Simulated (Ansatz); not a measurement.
**BiTe — coordination and ²⁰⁹Bi quadrupole coupling**

Cell: a COD entry whose atoms were relaxed with PBE, the cell held.

Space group P-3m1 (No. 164); a = 4.4220, c = 24.0500 Å, γ = 120.00°.

| site | Wyckoff | site symmetry | x | y | z |
| --- | --- | --- | --- | --- | --- |
| Bi1 | 2c | 3m. | 0.0000 | 0.0000 | 0.1248 |
| Bi3 | 2d | 3m. | 0.3333 | 0.6667 | 0.2916 |
| Bi5 | 2d | 3m. | 0.6667 | 0.3333 | 0.4650 |
| Te7 | 2d | 3m. | 0.3333 | 0.6667 | 0.0536 |
| Te9 | 2d | 3m. | 0.6667 | 0.3333 | 0.2087 |
| Te11 | 2c | 3m. | 0.0000 | 0.0000 | 0.3636 |

One atom of each set is listed.

Level of theory: DFT, PBE, plane waves and PAW, scalar-relativistic, 420 eV cutoff, Γ-centred 11×11×2 k-points, Fermi–Dirac smearing 0.05 eV (Ansatz 0.2.0).

Q(²⁰⁹Bi) = -516.0 mb.

(1) Rank these Bi sites by |C_Q|, smallest first.
A. Bi1: 6 Te at 3.07–3.25 Å
B. Bi5: 3 Bi at 3.06 Å, 3 Te at 3.53 Å
C. Bi3: 6 Te at 3.08–3.24 Å

Answers

(1) A (9.62 MHz, η = 0.00), C (32.7 MHz, η = 0.00), B (78.1 MHz, η = 0.00).

An axis of threefold or higher order runs through Bi1, Bi3 and Bi5, so V_zz lies along it and η is zero.

Spin–orbit coupling is left out, which shifts gradients on Bi by a few per cent in wide-gap crystals, and can shift them far more where the calculated gap is small or absent, as here. Newer work puts Q(²⁰⁹Bi) near −420 mb, which would lower these couplings by about a fifth. With a gap of 0.16 eV under a smearing of 0.05 eV the band edges are partly filled, so small gradients can hang on the smearing and the k-mesh.
